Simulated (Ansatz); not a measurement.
A generator proposed this cell of MgSi2N2.

```cif
data_structure
_symmetry_space_group_name_H-M 'P 1'
_symmetry_Int_Tables_number 1
_cell_length_a 4.9771
_cell_length_b 4.9771
_cell_length_c 4.9771
_cell_angle_alpha 134.677
_cell_angle_beta 120.701
_cell_angle_gamma 77.662
_cell_volume 73.22
loop_
_atom_site_label
_atom_site_type_symbol
_atom_site_fract_x
_atom_site_fract_y
_atom_site_fract_z
_atom_site_occupancy
Mg1 Mg 0.00000 0.00000 0.00000 1
Si1 Si 0.70114 0.20114 0.50000 1
Si2 Si 0.29886 0.79886 0.50000 1
N1 N 0.74119 0.50000 0.24119 1
N2 N 0.25881 0.50000 0.75881 1
```

These are results of DFT PBE, scalar-relativistic, plane waves, PAW (Ansatz), not measurements. Plane waves to 420 eV, a k mesh through Γ of 6×6×6 on the computed 5-atom cell and Gaussian smearing (0.10 eV); no spin polarisation.

Energies over the elements count from the elements' standard structures at the same level (N₂ as a molecule), with no fitted energy shifts.

Q: Estimate its pressure, forces and energy as it stands.

A: The pressure is -11.4 GPa (the mean over three directions, positive in compression), the largest force is 0.50 eV/Å, and the energy is +1.34 eV/atom against the elements. The shortest distance is 2.30 Å.

Q: Is it a good guess?

A: A poor one: relaxing gains about 1.0 eV/atom in 23 ionic steps and ends at +0.288 eV/atom on the finer mesh. The symmetry stays Immm (No. 71). The volume per atom shrinks by 11.8 %, from 14.6 to 12.9 Å³. The shortest distance goes from 2.30 Å (Mg–N) to 2.10 Å (Si–N). Conventional cell: a = 2.637 Å, b = 5.704 Å, c = 8.592 Å. Mg has 4 N at 2.14 Å; Si has 4 N at 2.10 Å, 1 Si at 2.31 Å and 2 Si at 2.64 Å; N is surrounded by 4 Si at 2.10 Å, 2 Mg at 2.14 Å, 1 N at 2.33 Å and 2 N at 2.64 Å.

The last run used a 14×14×14 mesh for its 5-atom cell and Gaussian smearing of 0.01 eV. Weakly bound directions are ill-defined at this level, which has no dispersion term. The relaxation can't lower the symmetry of the start, and the grade says only how near the guess is to its own end. Symmetry constrained the relaxation, so the result can be a saddle point. Another cell of MgSi2N2 relaxed alike, in Cmmm, lies 0.72 eV/atom lower, so this cell isn't the stable form at this level.
